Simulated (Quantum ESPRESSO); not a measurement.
Space group Fm-3m (No. 225); a = 6.039 Å, b = 6.039 Å, c = 6.039 Å, α = 90.00°, β = 90.00°, γ = 90.00°

```json
[
 {"atom": "F", "site": "8c", "symmetry": "-43m", "x": "0.2500", "y": "0.2500", "z": "0.2500"},
 {"atom": "Ba", "site": "4a", "symmetry": "m-3m", "x": "0.0000", "y": "0.0000", "z": "0.0000"}
]
```
(The calculation used a cell of 3 atoms; values per cell refer to that cell.)

Cell and atoms were relaxed with LDA from Materials Project entry mp-1029, within its symmetry.

Question: What does LDA (pw.x of Quantum ESPRESSO, ONCV potentials, no spin-orbit coupling) give for the electronic structure near the Fermi level?

Answer: The LDA gap is indirect, 6.79 eV, from 36 % of the way from K to Γ to Γ; the smallest direct gap is 6.96 eV.
